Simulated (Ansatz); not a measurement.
GeS2:
```yaml
crystal:
  lattice:
    - [5.61823, 0.00000, 0.00000]
    - [0.00000, 6.15141, 0.00000]
    - [0.00000, 0.00000, 3.46594]
  atoms:
    - { symbol: Ge, position: [0.00000, 0.00000, 0.00000] }
    - { symbol: Ge, position: [0.50000, 0.50000, 0.50000] }
    - { symbol: S, position: [0.26214, 0.35387, 0.00000] }
    - { symbol: S, position: [0.76214, 0.14613, 0.50000] }
    - { symbol: S, position: [0.23786, 0.85387, 0.50000] }
    - { symbol: S, position: [0.73786, 0.64613, 0.00000] }
```

Relaxed with PBE. Special points in fractions of this cell's reciprocal vectors: Γ (0.000, 0.000, 0.000); X (0.500, 0.000, 0.000); S (0.500, 0.500, 0.000); Y (0.000, 0.500, 0.000); Z (0.000, 0.000, 0.500); U (0.500, 0.000, 0.500); R (0.500, 0.500, 0.500); T (0.000, 0.500, 0.500).

List the band energies nearest the valence-band maximum at these points for PBE in the plane-wave PAW code Ansatz.

In eV from the valence-band maximum; about four levels below and three above (degenerate sets whole), none deeper than 8.9 eV; points with the same levels are listed once.

| k | below | above |
|---|---|---|
| Γ | -0.88 -0.88 -0.86 -0.24 -0.04 | 0.24 1.52 2.88 |
| X | -0.84 -0.84 -0.16 -0.16 | 0.30 0.30 3.69 3.69 |
| S | -1.02 -1.02 -1.02 -1.02 | 0.87 0.87 4.08 4.08 |
| Y | -1.14 -1.14 -0.74 -0.74 | 1.37 1.37 3.92 3.92 |
| Z | -1.67 -1.67 -1.11 -1.11 | 0.56 0.56 4.53 4.53 |
| U | -1.16 -1.16 -0.65 -0.65 | 1.74 1.74 2.76 2.76 |
| R | -1.46 -1.46 -0.60 -0.60 | 0.59 0.59 3.80 3.80 |
| T | -1.53 -1.53 -1.00 -1.00 | 1.12 1.12 2.44 2.44 |

Space group Pnnm. A made-up cell: these elements were put on the sites of a structure type; neither database checked (COD, Materials Project) lists it. COD files the formula under space group No. 14, 43, 82, 122, 217, so this cell is another polymorph or a model. Whether it is the stable phase at ambient conditions was not checked. The cell was relaxed with PBE under the symmetry of its start; its stability against distortions is not shown here. Spin–orbit coupling is left out wherever it is not named.

Potentials: the later of the program's two PAW sets.
